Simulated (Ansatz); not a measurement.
Hf (hcp, Mg type)

```yaml
crystal:
  lattice:
    - [3.15907, 0.00000, 0.00000]
    - [-1.57954, 2.73584, 0.00000]
    - [0.00000, 0.00000, 4.99993]
  atoms:
    - { symbol: Hf, position: [0.33333, 0.66667, 0.75000] }
    - { symbol: Hf, position: [0.66667, 0.33333, 0.25000] }
```

The slice is a (1 -1 0 0) plane (indices of the conventional cell) through the point (0.667, 0.333, 0.250) (fractional), spanned by u = [110] and v = [001] in vectors of this cell: u (3.16 Å) and v (5.00 Å, at 90° to u). It covers one period; positions are fractions (u, v).

Computed with PBEsol (plane waves to 420 eV, PAW, scalar-relativistic; Ansatz, a program for electronic structure). k mesh 17×17×9. Inside the PAW spheres the values are not all-electron values, and peaks at nuclei hang on which shells count as valence. Hf is run without spin polarisation. Hf was relaxed with its symmetry unable to fall. Spin-orbit coupling is left out, though Hf is heavy.

Three fields on this plane, each scaled to ten steps between its own extremes (0 low, 9 high; the total valence density on a logarithmic scale, the potential cut 8 eV below its top; x marks points blanked near nuclei; v = 0 in the bottom row):

Map A
```
|xxxxxx1012101xxxxx|
|xxxxxx0023200xxxxx|
|xxxxx100343001xxxx|
|xxxx10014541001xxx|
|xxx1001355531001xx|
|110001235553210001|
|111112333333321111|
|444332211111223344|
|776532100000123567|
|987531000000013578|
|997520000000002579|
|99741001xxx1001479|
|9973101xxxxx101379|
|9973101xxxxx101379|
|9973101xxxxx101379|
|99741001xxx1001479|
|997520000000002579|
|987531000000013578|
|776532100000123567|
|444332211111223344|
|111112333333321111|
|110001235553210001|
|xxx1001355531001xx|
|xxxx10014541001xxx|
|xxxxx100343001xxxx|
|xxxxxx0023200xxxxx|
|xxxxxx1012101xxxxx|
|xxxxxx1012101xxxxx|
```

Map B
```
|xxxxxx0156510xxxxx|
|xxxxxx0366630xxxxx|
|xxxxx004676400xxxx|
|xxxx00267876200xxx|
|xxx0025788875200xx|
|000024678887642000|
|223456777777765432|
|666666666666666666|
|888776543334567788|
|998764210001246789|
|998753000000035789|
|99864100xxx0014689|
|9986300xxxxx003689|
|9986300xxxxx003689|
|9986300xxxxx003689|
|99864100xxx0014689|
|998753000000035789|
|998764210001246789|
|888776543334567788|
|666666666666666666|
|223456777777765432|
|000024678887642000|
|xxx0025788875200xx|
|xxxx00267876200xxx|
|xxxxx004676400xxxx|
|xxxxxx0366630xxxxx|
|xxxxxx0156510xxxxx|
|xxxxxx0156510xxxxx|
```

Map C
```
|xxxxxx7210127xxxxx|
|xxxxxx5200025xxxxx|
|xxxxx831000138xxxx|
|xxxx95200000259xxx|
|xxx8521000001258xx|
|775321000000012357|
|332110000000001123|
|111100000000000111|
|111100111111100111|
|111111233433211111|
|111112357775321111|
|11112358xxx8532111|
|1112347xxxxx743211|
|1122358xxxxx853221|
|1112347xxxxx743211|
|11112358xxx8532111|
|111112357775321111|
|111111233433211111|
|111100111111100111|
|111100000000000111|
|332110000000001123|
|775321000000012357|
|xxx8521000001258xx|
|xxxx95200000259xxx|
|xxxxx831000138xxxx|
|xxxxxx5200025xxxxx|
|xxxxxx7210127xxxxx|
|xxxxxx8310138xxxxx|
```

### Question
Assign the maps to these fields: electron localisation function (ELF); valence electron density; electrostatic potential energy of an electron, from the cell's mean.

### Answer
A is the electron localisation function (ELF); B is the electrostatic potential energy of an electron, from the cell's mean; C is the valence electron density.
